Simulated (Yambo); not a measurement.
Yambo run on SiO2 (space group I4/mmm, No. 139). The wavefunctions come from this Quantum ESPRESSO step (PBEsol, PseudoDojo standard norm-conserving files, scalar-relativistic):

```
&CONTROL
  calculation = 'nscf'
  pseudo_dir = './pseudo'
  outdir = './out'
/
&SYSTEM
  ibrav = 0
  nat = 12
  ntyp = 2
  ecutwfc = 84.0
  ecutrho = 336.0
  occupations = 'fixed'
  force_symmorphic = .true.
  nbnd = 298
/
&ELECTRONS
  conv_thr = 1.2000000000000002e-08
  diago_full_acc = .true.
  diago_thr_init = 1e-08
/
ATOMIC_SPECIES
O 15.9990 O.upf
Si 28.0850 Si.upf
CELL_PARAMETERS angstrom
 -4.472040000000   4.472040000000   2.611770000000
  4.472040000000  -4.472040000000   2.611770000000
  4.472040000000   4.472040000000  -2.611770000000
ATOMIC_POSITIONS crystal
O   0.500000000000   0.500000000000   0.500000000000
O   0.500000000000  -0.000000000000   0.000000000000
O   0.000000000000   0.000000000000   0.500000000000
O   0.000000000000   0.500000000000   0.000000000000
O   0.000000000000   0.208550000000   0.208550000000
O   0.000000000000   0.791450000000   0.791450000000
O   0.208550000000   0.000000000000   0.208550000000
O   0.791450000000  -0.000000000000   0.791450000000
Si   0.176890000000   0.176890000000   0.353780000000
Si   0.823110000000   0.823110000000   0.646220000000
Si   0.176890000000   0.823110000000   0.000000000000
Si   0.823110000000   0.176890000000   0.000000000000
K_POINTS automatic
2 2 2 0 0 0
```

Yambo input:

```
rim_cut
gw0
dyson
el_el_corr
HF_and_locXC
ppa
em1d
RandQpts= 1000000
RandGvec= 1 Ry
EXXRLvcs= 84 Ry
VXCRLvcs= 336 Ry
Chimod= "HARTREE"
% BndsRnXp
 1 | 296 |
%
NGsBlkXp= 7 Ry
% LongDrXp
 1.0 | 1.0 | 1.0 |
%
PPAPntXp= 27.2114 eV
% GbndRnge
 1 | 296 |
%
GTermKind= "BG"
DysSolver= "n"
ExtendOut
% QPkrange
 1 | 1 | 32 | 33 |
 2 | 2 | 32 | 33 |
 3 | 3 | 32 | 33 |
 4 | 4 | 32 | 33 |
%
```

k points by index: 1 = Γ, 2 = X, 3 = N, 4 = M.

Resulting energies as the program prints them:

```
#    K-point    Band    Eo [eV]    E [eV]    E-Eo [eV]    Vxc [eV]    Vnlxc [eV]    Sc|Eo [eV]    Sc|E [eV]    dSc/dw|Eo [eV]    Re(Z)    Im(Z)
#
    1    32    -0.005236    -1.914170    -1.908933    -20.06944    -25.97578    3.596776    3.997405    -5.710561    0.826541    -0.994163E-3
    1    33    5.566656    6.507203    0.940547    -8.049250    -4.385306    -2.611700    -2.723397    -3.231318    0.893855    -0.682817E-3
    2    32    -0.241731    -2.208522    -1.966791    -19.82344    -25.79730    3.594993    4.007073    -5.700996    0.826781    -0.001007
    2    33    6.694119    7.782058    1.087939    -8.754860    -4.900677    -2.630120    -2.766244    -3.404498    0.888799    -0.713506E-3
    3    32    -0.240082    -2.192144    -1.952062    -19.78755    -25.73908    3.589787    3.999461    -5.710479    0.826543    -0.995172E-3
    3    33    7.736266    9.120072    1.383806    -10.28575    -5.821987    -2.890612    -3.079955    -3.723168    0.879644    -0.413340E-3
    4    32    0.000000    -1.911145    -1.911145    -20.09663    -26.01144    3.603422    4.003669    -5.698505    0.826844    -0.991637E-3
    4    33    7.690219    9.196272    1.506053    -11.15919    -6.311521    -3.125141    -3.341621    -3.911181    0.874329    -0.721249E-3
```
(The two width columns are left out.) Convergence of these settings isn't established.

Geometry of the Materials Project entry, not relaxed at this level.

This is not the ordinary phase of the substance; no match was found in the copy of COD used, and its stability was not checked.
